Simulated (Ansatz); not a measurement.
The elements of this relaxed trial crystal are hidden behind letters.

```
lattice vectors (Å)
   9.7488    0.0000    0.0000
  -4.8744    8.4427    0.0000
   0.0000    0.0000   10.6091
fractional positions
X 0.5000 0.0000 0.0000
X 0.0000 0.5000 0.0000
X 0.5000 0.5000 0.0000
X 0.5000 0.0000 0.5000
X 0.0000 0.5000 0.5000
X 0.5000 0.5000 0.5000
X 0.0000 0.0000 0.2384
X 0.0000 0.0000 0.7616
Z 0.0000 0.0000 0.0000
```

Computed with Ansatz, DFT PBE, scalar-relativistic, plane waves, PAW. Plane waves to 420 eV, a 6×6×4 mesh through Γ for the 9-atom cell and 0.10 eV Gaussian smearing; collinear spin.

```
Space group                              : P6/mmm (No. 191)
Conventional cell                        : a = 9.749 Å, c = 10.609 Å
Volume per atom                          : 97.02 Å³
Density                                  : 2.05 g/cm³
Energy over the elements                 : +0.35 eV/atom
Gap on the 6×6×4 mesh of the 9-atom cell : 0 eV (a metal)
Net moment per atom                      : 0.10 μB
```

Energies are uncorrected and count from the elements' standard states at the same level.

Q: X is an s-block element of period 6 and Z is a p-block element of period 2. Which elements are they?

A: X = Cs, Z = N, so the formula is Cs8N. Density times volume gives a mean mass of 2.05 × 97.02/1.6605 = 119.8 u per atom, and this set has 119.7 u. Cs on a site of symmetry mmm has 2 N at 4.87 Å, 4 Cs at 4.87 Å and 6 Cs at 5.30–5.49 Å; around Cs on a second site of symmetry mmm lie 4 Cs at 4.87 Å, 2 Cs at 5.30 Å and 4 Cs at 5.61 Å; around N lie 2 Cs at 2.53 Å and 6 Cs at 4.87 Å; 1 more site not described. Other sets within the hints have nearly the same mass, so mass alone doesn't settle it; this one was computed.

The magnetic state reached may not be the lowest. Symmetry constrained the relaxation, so the result can be a saddle point.
